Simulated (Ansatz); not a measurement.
This run works on a generated trial structure, not on a known crystal.

Input and command of a plane-wave DFT calculation in Ansatz:

```yaml
crystal:
  lattice:
    - [5.1792858459, 0.0, 0.0]
    - [0.0, 5.1792858459, 0.0]
    - [0.0, 0.0, 5.1792858459]
  atoms:
    - { symbol: Zr, position: [0.5, 0.5, 0.5] }
    - { symbol: Ti, position: [0.0, 0.0, 0.0], spin: 2.24 }
    - { symbol: Se, position: [0.0, 0.5, 0.5] }
    - { symbol: Se, position: [0.5, 0.0, 0.5] }
    - { symbol: Se, position: [0.5, 0.5, 0.0] }
basis:
  ecutwfc: 420
kpoints:
  mp_grid: { grid: [8, 8, 8] }
hamiltonian:
  xc: pbe
scf:
  occupations: { method: gaussian, width: 0.1 }
output:
  forces: true
  stress: true
  eigenvalues: true
  populations: true
  write_density: true
  write_potential: true
  elf: true
  volumetric_format: npy
magnetization:
  spin_polarized: true
relax:
  adjacent_minimum: "off"
  f_tol: 0.01
  max_steps: 80
  cell: { stress_tol: 0.05 }
```

```bash
ansatz run input.yaml --threads 1 --pin off --max-ram 2560MiB --backend cpu --events-out ev --progress --plain --runs-dir out
```

Processor: Intel(R) Xeon(R) Processor @ 2.50GHz (Skylake/Cascade Lake), 1 thread, on a host shared with other jobs.

**Question.** Estimate time, memory and problem size.

**Answer.** About 3.5 min, peak memory 0.69 GiB. It solves 45 bands at 35 k points (after reduction by symmetry) with about 2721 plane waves (on the last cell), in 32 SCF iterations over 3 ionic steps.
